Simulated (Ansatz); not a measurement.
Zincblende alloy of AlP and GaP (10 of 32 Al sites exchanged), 64 atoms

Ansatz, PAW, plane waves. PBEsol relaxation of volume and atoms (shape held) at the single k point (¼, ¼, ¼) without its symmetry partners; single points on the relaxed atoms at the Γ point alone, onto which points of the small cell's zone fold. Arrangement: quasirandom. No spin–orbit coupling unless named.

Relaxed structure:

```
Ga Al P
1.0
    10.92367    0.00000    0.00000
     0.00000   10.92367    0.00000
     0.00000    0.00000   10.92367
Ga Al P
10 22 32
Cartesian
  10.9166 10.9207 0.0018
  5.4656 5.4553 10.9226
  2.7309 8.1919 5.4615
  8.1884 2.7255 0.0035
  8.1957 0.0004 2.7234
  8.1932 10.9222 8.1980
  8.1938 5.4600 2.7258
  10.9233 8.1960 2.7290
  5.4729 2.7321 2.7236
  5.4607 8.1892 8.1916
  10.9156 10.9146 5.4592
  10.9148 5.4592 10.9198
  0.0001 5.4599 5.4530
  5.4587 10.9193 10.9175
  5.4636 10.9152 5.4549
  5.4533 5.4589 5.4541
  2.7311 2.7266 10.9183
  2.7309 2.7228 5.4534
  2.7244 8.1866 10.9160
  8.1891 2.7238 5.4576
  8.1899 8.1874 10.9191
  8.1843 8.1872 5.4565
  2.7307 10.9182 2.7241
  2.7244 10.9125 8.1887
  2.7282 5.4592 2.7244
  2.7320 5.4583 8.1839
  8.1822 5.4545 8.1925
  10.9168 2.7254 2.7248
  10.9207 2.7244 8.1893
  10.9157 8.1913 8.1863
  5.4610 2.7230 8.1914
  5.4575 8.1866 2.7265
  1.3619 1.3619 1.3613
  1.3644 1.3587 6.8216
  1.3571 6.8253 1.3625
  1.3648 6.8292 6.8205
  6.8269 1.3579 1.3606
  6.8285 1.3570 6.8277
  6.8255 6.8188 1.3640
  6.8184 6.8213 6.8240
  4.1002 4.0914 1.3608
  4.0972 4.0881 6.8213
  4.0954 9.5511 1.3580
  4.0967 9.5500 6.8251
  9.5500 4.0929 1.3619
  9.5557 4.0958 6.8243
  9.5547 9.5554 1.3636
  9.5467 9.5557 6.8258
  4.1027 1.3646 4.0857
  4.0930 1.3594 9.5530
  4.0884 6.8278 4.0944
  4.0997 6.8197 9.5548
  9.5555 1.3603 4.0918
  9.5526 1.3607 9.5628
  9.5583 6.8279 4.0873
  9.5537 6.8236 9.5527
  1.3654 4.0913 4.0906
  1.3642 4.0963 9.5569
  1.3662 9.5533 4.0964
  1.3544 9.5552 9.5575
  6.8294 4.0976 4.0895
  6.8233 4.0860 9.5620
  6.8302 9.5560 4.0831
  6.8260 9.5556 9.5521
```

(1) What are the mean bond lengths by pair (pairs within 1.2 times the sum of covalent radii, less contacts 15 % beyond the pair's median; cation–cation pairs of compounds aside; long ionic contacts are cut short by that bound)?

(2) What gap lies between the top filled and the lowest empty level in the single points?

Results:

(1) Al–P 2.366 ± 0.002 Å (standard deviation, 88 bonds); Ga–P 2.362 ± 0.002 Å (standard deviation, 40 bonds).

(2) HSE06 2.26 eV (14 s on NVIDIA GB200). An indirect band minimum needn't fold onto Γ of this cell; where it doesn't, these gaps are too wide.
